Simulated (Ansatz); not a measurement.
Ansatz (a program for electronic structure) input:

Ansatz 0.2 input:
```yaml
crystal:
  lattice:
    - [4.2925024121, 0.0, 0.0]
    - [0.0, 4.2925024121, 0.0]
    - [0.0, 0.0, 8.7342928539]
  atoms:
    - { symbol: Ba, position: [0.5, 0.0, 0.7019651268], spin: 0.0 }
    - { symbol: Ba, position: [0.0, 0.5, 0.2980348732], spin: 0.0 }
    - { symbol: Co, position: [0.5, 0.0, 0.0881619413], spin: -0.27 }
    - { symbol: Co, position: [0.0, 0.5, 0.9118380587], spin: -0.27 }
    - { symbol: S, position: [0.5, 0.0, 0.3427409284], spin: -0.03 }
    - { symbol: S, position: [0.0, 0.5, 0.6572590716], spin: -0.03 }
    - { symbol: S, position: [0.0, 0.0, 0.0], spin: -0.02 }
    - { symbol: S, position: [0.5, 0.5, 0.0], spin: -0.02 }
kpoints:
  mp_grid: { grid: [10, 10, 5] }
basis: { xc_grid: 2, fft_grid_basis: typed }
hamiltonian:
  xc: pbesol
  pseudopotentials: { kind: paw }
magnetization: { spin_polarized: true }
scf:
  occupations: { method: gaussian, width: 0.05 }
checkpoint: { read: metal.run }
output: { write_density: true, elf: true, volumetric_format: npy }
```

Output (shortened):

```
Pseudopotential: Ba, paw, valence charge 10
Pseudopotential: Co, paw, valence charge 17
Pseudopotential: S, paw, valence charge 6
Functional definition: PBEsol
Crystal: 8 atoms, lattice volume = 160.934 Å³
Basis set: ecut = 420 eV, 3125 PW (Γ), exchange–correlation on 60×60×120 points (8 copies of the dense FFT grid, shifted against one another)
Bands: 56, of which v1, the nominal top of the filled ones, is band 39 counted from 1 (38 counted from 0)
Symmetry: 16 space group operations
Space group: P4/nmm (ITA 129), of the structure as read, at distance tolerance 5.4e-5 Å
k-points: 63 of 500
Stability of the state it starts from, as read at its close in the collinear treatment …
Starting moments: Σ|m| = 0.64 μB on 6 of 8 sites; this step starts from the density that it was given
iter 1 solved again at ethr=4.37e-8 eV; its pass at ethr=3.10e-3 eV (dr2=3.41e-5 eV) is discarded
SCF iter   1: F=—  HF=-25460.715563 eV  |F-HF|=—  |Δ(HF+E_count)|=         —  Δρ=1.59e-7 (↑1.59e-7 ↓1.38e-7)  dr2=6.50e-11  dr2_m=7.17e-13  M=-0.651 μB ∫|m|=0.667 μB  β_m=0.30  ethr=4.37e-8  ⟨swp⟩=4.8  Hψ=61035  notcnv=0  defer=2
preconditioner: auto → Kerker (q_TF=auto, 2.418 Å⁻¹)
spin=Collinear: Kerker preconditioning applied to the charge; magnetization (m = ρ↑ − ρ↓) channel mixes plain (no charge-response kernel on spin).
SCF iter   2: F=-25460.715563 eV  HF=-25460.715563 eV  |F-HF|=3.06e-10  |Δ(HF+E_count)|=   2.42e-7  Δρ=2.71e-7 (↑2.71e-7 ↓2.63e-7)  dr2=3.21e-10  dr2_m=5.28e-14  M=-0.651 μB ∫|m|=0.667 μB  ethr=1.00e-12  ⟨swp⟩=10.7  Hψ=31677  notcnv=0
SCF 1 converged in 2 iterations: F = -25460.715563 eV  dr2 = 3.21e-10
SCF converged after 2 iterations
Magnetization: -0.6505 μB (38.6747 up, 39.3253 down)
Absolute magnetization: 0.6667 μB (∫|ρ↑−ρ↓|, with the PAW one-centre terms)
Spin contamination: 0.0094 ħ² per cell (⟨S²⟩ above its minimum at these occupations)
Per-site moments (μB) at R_I (Å): [(-0.000415772720453957, 1.262361869660069), (-0.00041577272045400577, 1.2623618696600687), (-0.2687761361895047, 0.9172215639595098), (-0.268776136189505, 0.9172215639595102), (-0.015405498345553888, 0.9172215639595098), …
Free energy (F): -25460.715563 eV
Harris-Foulkes:  -25460.715563 eV  (|F-HF|=3.06e-10)
Internal energy: -25460.708020 eV  (E = F + TS)
E sigma→0 (E₀):  -25460.711792 eV
Entropy (-TS):   -0.007543 eV (-0.943 meV/atom)
Fermi energy:    10.308795 eV
--- Per-component energies (eV) ---
  E_band       = -723.425078
  E_kinetic    = 1683.427515
  E_local      = -11855.263717  (includes V_loc(G=0)·N_el)
  E_nonlocal   = 1151.829062
  E_hartree    = 5205.226249
  E_xc         = -1038.920123
  E_vxc        = -1036.821738  (∫ρ·V_xc dr)
  E_paw        = -15588.112871  (= ΣΔE_a)
  E_vpaw       = -1077.051130  (= ΣTr[D̂ρ^β])
  E_aug_tail   = 0.000140  (compensation charges beyond the density's cutoff)
  E_ewald      = -5019.821777
  E_core_change = 0.927502  (= ΣΔE_core)
  E_smearing   = -0.007543  (= −TS)
  E_closure    =  0.000000  (closes the sum)
  Σ components = -25460.715563   (vs F -25460.715563, Δ=0.00e0)
  [band-id]    e_kinetic+e_local+e_nonlocal+2·e_hartree+e_vxc+e_vpaw+e_augmentation_tail = -723.427370   (vs E_band -723.425078, Δ=-2.29e-3)
--- Band table (eV; the first three rows and the last of 126) ---
  k-point 0 ↑: bands = ["-83.9156", "-83.9152", "-47.4033", "-47.4033", "-47.3995", "-47.3995", "-47.3234", "-47.3216", "-16.4091", "-16.3806", "-4.9242", "-2.4339", "-2.2379", "-2.0102", "-1.6739", "-1.6739", "-1.5852", "-1.5852", "-1.5374", "-0.9664", …
  k-point 1 ↑: bands = ["-83.9156", "-83.9152", "-47.4033", "-47.4033", "-47.3995", "-47.3995", "-47.3234", "-47.3216", "-16.4082", "-16.3816", "-4.9256", "-2.4794", "-2.2379", "-1.9194", "-1.6701", "-1.6701", "-1.5891", "-1.5891", "-1.5104", "-1.0482", …
  k-point 2 ↑: bands = ["-83.9156", "-83.9152", "-47.4033", "-47.4033", "-47.3995", "-47.3995", "-47.3234", "-47.3216", "-16.4065", "-16.3832", "-4.9279", "-2.5352", "-2.2379", "-1.7679", "-1.6631", "-1.6631", "-1.5965", "-1.5965", "-1.4263", "-1.2427", …
  k-point 62 ↓: bands = ["-84.2341", "-84.2341", "-47.7319", "-47.7319", "-47.7268", "-47.7268", "-47.6014", "-47.6014", "-16.3303", "-16.3303", "-3.4414", "-3.4414", "-2.2389", "-2.2389", "-2.1441", "-2.1441", "-1.7752", "-1.7752", "-1.3566", "-1.3566", …
```

Cost: very roughly 80 core-seconds on shared cores.

The workflow started from an entry of the Crystallography Open Database (COD), which files this formula under 2 space groups. Its standing as an ambient phase is unchecked. The cell was relaxed with PBEsol under the symmetry of its start; its stability against distortions is not shown here. Magnetic state: ferromagnetic, the only order run, not a proven ground state. No Hubbard U is applied. The compound may be a true metal, but semilocal functionals without U, or a wrong spin order, can also close a gap. Point labels and valley counts follow the cell and symmetry of the run, lower than the named group. Scalar-relativistic: spin–orbit coupling is off unless named, which matters more the heavier the elements.

Potentials: the later of the program's two PAW sets.

Ansatz is a plane-wave DFT program.
